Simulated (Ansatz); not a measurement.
Put Mg3Be in Fm-3m (No. 225): Mg on 8c and 4a; Be on 4b.

These are results of Ansatz 0.2.0, DFT PBE, scalar-relativistic, plane waves, PAW, not measurements. Cutoff 420 eV, Γ-centred mesh, Gaussian smearing, no spin polarisation.

Formation energies are uncorrected and refer to the elements' standard structures at the same level.

Task: Which cell and coordinates does it relax to?

Result:

Space group Fm-3m (No. 225). a = 6.666 Å, b = 6.666 Å, c = 6.666 Å, α = 90.00°, β = 90.00°, γ = 90.00°
| atom | site | symmetry | x | y | z |
| --- | --- | --- | --- | --- | --- |
| Mg | 8c | -43m | 0.2500 | 0.2500 | 0.7500 |
| Mg | 4a | m-3m | 0.0000 | 0.0000 | 0.0000 |
| Be | 4b | m-3m | 0.5000 | 0.0000 | 0.0000 |

It has the BiF3 (D0_3) type. Around Mg on a site of symmetry -43m lie 4 Be at 2.89 Å, 4 Mg at 2.89 Å and 6 Mg at 3.33 Å; Mg on a site of symmetry m-3m is surrounded by 8 Mg at 2.89 Å and 6 Be at 3.33 Å; Be is surrounded by 8 Mg at 2.89 Å and 6 Mg at 3.33 Å.

Task: And its energy and gap?

Result: The energy over the elements is +0.30 eV/atom and the gap on the 12×12×12 mesh of the 4-atom cell is 0 eV (a metal). The separate elements lie lower, so it is unstable against them.

The last run used Gaussian smearing of 0.10 eV. A later test with randomly moved atoms ended 2 meV/atom lower, in I4/mmm at a loose tolerance, which is no clear verdict on its stability.
